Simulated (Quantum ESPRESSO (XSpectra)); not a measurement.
Quantum ESPRESSO (XSpectra) run for X-ray absorption at the Mg K edge of MgH2 (P4₂/mnm). Geometry: Materials Project entry mp-23710 (a computed structure). The cell is the entry's, not relaxed again. The ground-state test found a gap, so occupations are fixed and the excited electron is left out (charged cell on a uniform background); energies count from the highest occupied level. pw.x input:

```
&CONTROL
  calculation = 'scf'
  prefix = 'x'
  pseudo_dir = './pseudo'
  outdir = './out'
/
&SYSTEM
  ibrav = 0
  nat = 36
  ntyp = 3
  ecutwfc = 59
  input_dft = 'PZ'
  tot_charge = 1
  occupations = 'fixed'
/
&ELECTRONS
  conv_thr = 3.6e-07
  mixing_beta = 0.4
/
ATOMIC_SPECIES
Mgh 24.305 Mg.lda-tm-gipaw-star1s.UPF
Mg 24.305 Mg.lda-tm-gipaw.UPF
H 1.008 H.upf
CELL_PARAMETERS angstrom
   4.476690000    4.476690000    2.992540000
   4.476690000   -4.476690000    2.992540000
   4.476690000    0.000000000   -5.985080000
ATOMIC_POSITIONS crystal
Mgh    0.500000000    0.000000000    0.000000000
Mg     0.666666667    0.166666667    0.666666667
Mg     0.833333333    0.333333333    0.333333333
Mg     0.000000000    0.500000000    0.000000000
Mg     0.166666667    0.666666667    0.666666667
Mg     0.333333333    0.833333333    0.333333333
Mg     0.000000000    0.000000000    0.000000000
Mg     0.166666667    0.166666667    0.666666667
Mg     0.333333333    0.333333333    0.333333333
Mg     0.500000000    0.500000000    0.000000000
Mg     0.666666667    0.666666667    0.666666667
Mg     0.833333333    0.833333333    0.333333333
H      0.579641667    0.884071667    0.231856667
H      0.746308333    0.050738333    0.898523333
H      0.912975000    0.217405000    0.565190000
H      0.079641667    0.384071667    0.231856667
H      0.246308333    0.550738333    0.898523333
H      0.412975000    0.717405000    0.565190000
H      0.253691667    0.949261667    0.101476667
H      0.420358333    0.115928333    0.768143333
H      0.587025000    0.282595000    0.434810000
H      0.753691667    0.449261667    0.101476667
H      0.920358333    0.615928333    0.768143333
H      0.087025000    0.782595000    0.434810000
H      0.449261667    0.253691667    0.101476667
H      0.615928333    0.420358333    0.768143333
H      0.782595000    0.587025000    0.434810000
H      0.949261667    0.753691667    0.101476667
H      0.115928333    0.920358333    0.768143333
H      0.282595000    0.087025000    0.434810000
H      0.550738333    0.746308333    0.898523333
H      0.717405000    0.912975000    0.565190000
H      0.884071667    0.079641667    0.231856667
H      0.050738333    0.246308333    0.898523333
H      0.217405000    0.412975000    0.565190000
H      0.384071667    0.579641667    0.231856667
K_POINTS automatic
2 2 2 0 0 0
```

xspectra.x input:

```
&input_xspectra
  calculation = 'xanes_dipole'
  edge = 'K'
  prefix = 'x'
  outdir = './out'
  xonly_plot = .false.
  xiabs = 1
  xcoordcrys = .false.
  xepsilon(1) = 1.0
  xepsilon(2) = 0.0
  xepsilon(3) = 0.0
  xniter = 1500
  xcheck_conv = 50
  xerror = 0.002
  x_save_file = 'x0.sav'
/
&plot
  xnepoint = 451
  xemin = -5.0
  xemax = 40.0
  xgamma = 0.7
  terminator = .true.
  cut_occ_states = .true.
/
&pseudos
  filecore = 'core.wfc'
/
&cut_occ
  cut_desmooth = 0.1
  cut_stepl = 0.01
  cut_ierror = 1e-6
/
3 3 3 1 1 1
```

End of the pw.x output:

```
    -0.4442  -0.3530  -0.1234  -0.1204   0.2903   0.3668   0.3934   0.4650

          k =-0.7821 0.0000 0.0000 ( 18592 PWs)   bands (ev):

    -5.7662  -4.7859  -4.6600  -4.3886  -4.3221  -4.1088  -3.9704  -3.9417
    -1.9760  -1.6287  -1.3899  -1.2339  -0.9498  -0.9045  -0.8508  -0.6752
    -0.3531  -0.3209  -0.1871  -0.1850  -0.1331  -0.0670   0.0485   0.1166

          k = 0.2607 0.3911 0.1950 ( 18588 PWs)   bands (ev):

    -6.2498  -5.5024  -3.9513  -3.9163  -3.6456  -3.4197  -3.2423  -3.1392
    -2.7308  -2.6348  -1.9104  -1.7003  -1.4708  -1.3856  -0.9852  -0.9780
    -0.8248  -0.6881  -0.4934  -0.2208  -0.1645  -0.0354   0.2747   0.3771

          k = 0.5214 0.3911-0.1950 ( 18578 PWs)   bands (ev):

    -6.0093  -5.0672  -5.0108  -4.7849  -3.4416  -3.4342  -2.9574  -2.6962
    -2.4004  -2.0763  -2.0463  -1.7029  -1.6854  -1.5355  -0.8993  -0.8746
    -0.7977  -0.4088  -0.2272  -0.1939  -0.1561  -0.1485   0.2267   0.2289

     highest occupied level (ev):     0.4652

!    total energy              =    -115.82950500 Ry
     estimated scf accuracy    <       0.00000002 Ry

     The total energy is the sum of the following terms:
     one-electron contribution =      17.31012575 Ry
     hartree contribution      =       6.27303380 Ry
     xc contribution           =     -92.15900209 Ry
     ewald contribution        =     -47.25366247 Ry

     convergence has been achieved in   9 iterations

     XML data file, charge density, pseudopotentials, collected wavefunctions
```

xspectra.x output, shortened:

```
... Begin STEP 1 ...

        Radial transition matrix element(s) used in the calculation of the
        initial vector of the Lanczos basis (|tilde{phi}_abs> normalized)
        | For PAW proj. (l=1) #1: radial matrix element =   0.028601096
        | For PAW proj. (l=1) #2: radial matrix element =   0.034195817

NB: the     7 k-point are not all listed below because npool=  4
        |-------------------------------------------------------------
        ! k-point #     1:  ( 0.2607,  0.0000,  0.0000),  0.0741,   1
        |-------------------------------------------------------------
 okvan= F
        |   Norm of the initial Lanczos vector: 0.22320320E-01
        !   => CONVERGED at iter    500 with error=  0.00116689
        |-------------------------------------------------------------
        ! k-point #     2:  ( 0.4345,  0.0000, -0.2600),  0.0741,   1
        |-------------------------------------------------------------
 okvan= F
        |   Norm of the initial Lanczos vector: 0.22320310E-01
        !   => CONVERGED at iter    450 with error=  0.00151406
        |-------------------------------------------------------------
        ! k-point #     3:  ( 0.6083,  0.0000, -0.5200),  0.0741,   1
        |-------------------------------------------------------------
 okvan= F
        |   Norm of the initial Lanczos vector: 0.22320304E-01
        !   => CONVERGED at iter    500 with error=  0.00077696
        |-------------------------------------------------------------

        ...
... Begin STEP 2 ...

     The spectrum is calculated using the following parameters:
        energy-zero of the spectrum [eV]:    0.4652
        the occupied states are elimintate from the spectrum
        xemin [eV]:  -5.00
        xemax [eV]:  40.00
        xnepoint:  451
        constant broadening parameter [eV]:    0.700
        Core level energy [eV]:  -1303.
         (from electron binding energy of neutral atoms in X-ray data booklet)

     Cross-section successfully written in xanes.dat

     ... End STEP 2 ...

     xanes        :     34.10s CPU     34.31s WALL (       1 calls)

     -------------------------------------------------------------------------
                                END JOB XSpectra
     -------------------------------------------------------------------------
```

xanes.dat for the field along x, every fifth line (energy in eV, cross section):

```
   -5.000   2.0740e-04
   -4.500   2.2390e-04
   -4.000   2.4290e-04
   -3.500   2.6480e-04
   -3.000   2.9010e-04
   -2.500   3.2000e-04
   -2.000   3.5550e-04
   -1.500   3.9840e-04
   -1.000   4.5120e-04
   -0.500   5.1790e-04
    0.000   6.0270e-04
    0.500   7.1040e-04
    1.000   8.5750e-04
    1.500   1.0700e-03
    2.000   1.3950e-03
    2.500   1.9360e-03
    3.000   2.9240e-03
    3.500   4.7730e-03
    4.000   7.8820e-03
    4.500   1.1340e-02
    5.000   1.2170e-02
    5.500   1.1210e-02
    6.000   1.0730e-02
    6.500   1.0370e-02
    7.000   9.8440e-03
    7.500   9.5730e-03
    8.000   1.0050e-02
    8.500   1.0600e-02
    9.000   1.0650e-02
    9.500   1.0370e-02
   10.000   1.0300e-02
   10.500   9.5330e-03
   11.000   8.9380e-03
   11.500   8.7260e-03
   12.000   8.2710e-03
   12.500   7.4550e-03
   13.000   7.2860e-03
   13.500   7.1720e-03
   14.000   7.3280e-03
   14.500   7.3740e-03
   15.000   7.2680e-03
   15.500   7.1650e-03
   16.000   7.2280e-03
   16.500   7.3490e-03
   17.000   7.4970e-03
   17.500   7.6740e-03
   18.000   7.2100e-03
   18.500   6.7600e-03
   19.000   6.6600e-03
   19.500   6.4510e-03
   20.000   6.2920e-03
   20.500   5.9430e-03
   21.000   5.5990e-03
   21.500   5.6560e-03
   22.000   5.6400e-03
   22.500   5.6770e-03
   23.000   5.8720e-03
   23.500   6.2430e-03
   24.000   6.5040e-03
   24.500   6.5280e-03
   25.000   6.4350e-03
   25.500   6.3920e-03
   26.000   6.6430e-03
   26.500   6.8960e-03
   27.000   7.3640e-03
   27.500   7.2350e-03
   28.000   6.3670e-03
   28.500   6.3310e-03
   29.000   6.4750e-03
   29.500   6.4960e-03
   30.000   6.1760e-03
   30.500   5.9870e-03
   31.000   6.2360e-03
   31.500   6.1780e-03
   32.000   5.9190e-03
   32.500   5.8030e-03
   33.000   5.7820e-03
   33.500   5.5420e-03
   34.000   5.0960e-03
   34.500   4.7830e-03
   35.000   4.9560e-03
   35.500   5.1920e-03
   36.000   5.0970e-03
   36.500   4.8160e-03
   37.000   4.5700e-03
   37.500   4.2890e-03
   38.000   3.9000e-03
   38.500   3.4790e-03
   39.000   3.2240e-03
   39.500   3.0870e-03
   40.000   2.8910e-03
```
